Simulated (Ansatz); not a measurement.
**Relaxing a structure of Au**

The start is a generated cell, Au placed in the fcc structure type. A full variable-cell relaxation at zero pressure is run with PBEsol (plane waves to 420 eV, PAW, scalar-relativistic; Ansatz, an electronic-structure program). First-step values are on the input's coarse k-mesh.

Ansatz input (later rounds restart from its end on a renewed k-mesh):
Ansatz 0.2 input:
```yaml
crystal:
  lattice:
    - [0, 2.04, 2.04]
    - [2.04, 0, 2.04]
    - [2.04, 2.04, 0]
  atoms:
    - { symbol: Au, position: [0, 0, 0] }
basis: { ecutwfc: 420, ecutrho_ratio: 4, xc_grid: 2, fft_grid_basis: typed }
kpoints: { mp_grid: { grid: [14, 14, 14] } }
hamiltonian:
  xc: pbesol
  dispersion: none
  pseudopotentials: { kind: paw }
scf: { occupations: { method: fermi_dirac, width: 0.05 } }
relax: { f_tol: 0.01, max_steps: 100, cell: { stress_tol: 0.02 } }
output: { forces: true, stress: true }
```

Problem. By how much does the energy per atom fall from start to end?

Solution. Under 0.01 eV/atom.

Problem. How do the shortest distances between atoms change?

Solution. The closest pairs of elements (up to four, under 3.6 Å), start → end: Au–Au 2.88 → 2.89 Å.

Problem. What band gap does the relaxed structure have at this level?

Solution. No gap (metallic).

Problem. What does it relax into? Give the structure.

Solution. 
Space group Fm-3m (No. 225); a = b = c = 4.083 Å, α = β = γ = 90.00°

```tsv
atom	site	symmetry	x	y	z
Au	4a	m-3m	0.0000	0.0000	0.0000
```
(The calculation used a cell of 1 atom; values per cell refer to that cell.)

The space group stays Fm-3m (No. 225) (the run could not lower it); the end is fcc (Cu type), with 1 atom in the primitive cell. Final values are on a 20×20×20 k-mesh of the relaxed cell. No spin polarisation in the result.

The run could not lose the symmetry of its start.
